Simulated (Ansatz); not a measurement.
**Zone-centre phonons of Rh at 18 GPa: input and output**

Theory: Ansatz, DFT LDA, scalar-relativistic, plane waves, PAW.

Launched with:
```bash
ansatz run input.yaml --threads 1 --pin off --max-ram 3072MiB --backend cpu --events-out ev --progress --plain --runs-dir out
```

Input (bare energies are in eV):
```yaml
crystal:
  lattice:
    - [2.6257053204, 0.0, 0.0]
    - [-1.3128526602, 2.2739275103, 0.0]
    - [0.0, 0.0, 4.2380688567]
  atoms:
    - { symbol: Rh, position: [0.6666666667, 0.3333333333, 0.75] }
    - { symbol: Rh, position: [0.3333333333, 0.6666666667, 0.25] }
basis:
  ecutwfc: 420
kpoints:
  mp_grid: { grid: [18, 18, 10] }
hamiltonian:
  xc: lda
scf:
  occupations: { method: fermi_dirac, width: 0.15 }
output:
  eigenvalues: true
phonons:
  method: dfpt
  eigenvectors: true
```

The end of the output:
```
--- Phonons (Γ-DFPT): 2 representative perturbations + reference, on 546 of 3240 k-points (Σ response iterations 7) ---
  k mesh reduced under 4 symmetry operations, with k and −k counted as one. Each operation leaves every solved displacement unchanged or reverses it
  ASR residual: 1.959e-4 → 0.000e0 eV/Å²; symmetrization residual: 7.176e-13 eV/Å²
  ASR residual per site (eV/Å²): 1.96e-4 1.96e-4
  Γ frequencies (cm⁻¹): 0.00 0.00 0.00 170.22 170.22 292.85
  non-analytic LO–TO correction: not included (Born effective charges unavailable; polar crystals: no LO–TO splitting at Γ)
```

The run took 37 s on 1 thread of Intel(R) Xeon(R) 6975P-C (Granite Rapids) (shared host), peak memory 1.1 GiB.

In a metal, frequencies and elastic constants depend on the k mesh and the smearing, soft modes and shear constants most. Other phases may be more stable at this pressure.

This form isn't the element's structure at ambient conditions.